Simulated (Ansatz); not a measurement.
# Compressing Ti3Sn: a fit and a missing row

Ti3Sn, P6_3/mmc, a = 5.839 Å, c = 4.700 Å. The structure is a Materials Project entry; whether it is the stable form wasn't checked. Ansatz: PBEsol, PAW, 420 eV, Γ-centred 6×6×8 mesh on 8 atoms, Gaussian smearing 0.10 eV; no spin polarisation. Shape and atoms are relaxed at each volume; pressure is positive in compression.

```tsv
V (Å³/atom)	P (GPa)
16.309	8.89
16.829	?
17.350	0.03
17.870	-3.48
18.391	-6.51
```

Problem. Take V0 = 17.350 Å³/atom, count pressures from its P0 = 0.03 GPa, fit the third-order Birch–Murnaghan form to the other rows, and predict the missing pressure.

Solution. With the Eulerian strain f = ½[(V0/V)^(2/3) − 1] and y = (P − P0)/[3f(1 + 2f)^(5/2)], the form is the line y = B0 + 1.5 B0 (B0′ − 4) f. Rows (f, y): 0.02106, 126.5; -0.00975, 126.1; -0.01905, 126.1. Means f = -0.002580, y = 126.23; Σ(Δf)² = 0.0008815, ΣΔfΔy = 0.009456; the slope is their ratio. y = 126.3 + 10.73 f GPa, so B0 = 126.3 GPa and B0′ = 4 + 2 × (10.73)/(3 × 126.3) = 4.06. At V = 16.829, f = 0.01027, y = 126.41 and P = 4.13 GPa. The run gave 4.13 GPa, the same to the digits shown.

Cost: 5 runs of about 2.8 core-minutes in all, on Intel Xeon Platinum 8559C (Emerald Rapids) (shared hosts).